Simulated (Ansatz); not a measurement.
ZrB$_{2}$:
```cif
data_B2Zr
_chemical_formula_sum 'Zr1 B2'
_space_group_name_H-M_alt 'P6/mmm'
_space_group_IT_number 191
_space_group_name_Hall '-P 6 2'
_cell_length_a 3.17107
_cell_length_b 3.17107
_cell_length_c 3.54225
_cell_angle_alpha 90.000
_cell_angle_beta 90.000
_cell_angle_gamma 120.000
loop_
_atom_site_label
_atom_site_type_symbol
_atom_site_symmetry_multiplicity
_atom_site_Wyckoff_symbol
_atom_site_fract_x
_atom_site_fract_y
_atom_site_fract_z
_atom_site_occupancy
Zr1 Zr 1 a 0.00000 0.00000 0.00000 1
B1 B 2 d 0.33333 0.66667 0.50000 1
```

Relaxed at zero pressure with DFT-PBE in the program Ansatz with PAW potentials.

The volume is lowered by 9 % and shape and atoms relax at that volume. What pressure results, and how do the axes share the change?

27.0 GPa; a -2.9 %, b -2.9 %, c -3.4 %; the energy rises by 72 meV/atom.

Give the new structure.


Space group P6/mmm (No. 191); a = b = 3.078 Å, c = 3.421 Å, α = β = 90.00°, γ = 120.00°

```csv
atom,site,symmetry,x,y,z
Zr,1a,6/mmm,0.0000,0.0000,0.0000
B,2d,-6m2,0.3333,0.6667,0.5000
```

The phase is kept; no other phase was compared at this pressure.

Symmetry was held in the PBE relaxation; phonons on a q-mesh show no instability. The run is not spin-polarised.

Potentials: the later of the program's two PAW sets.
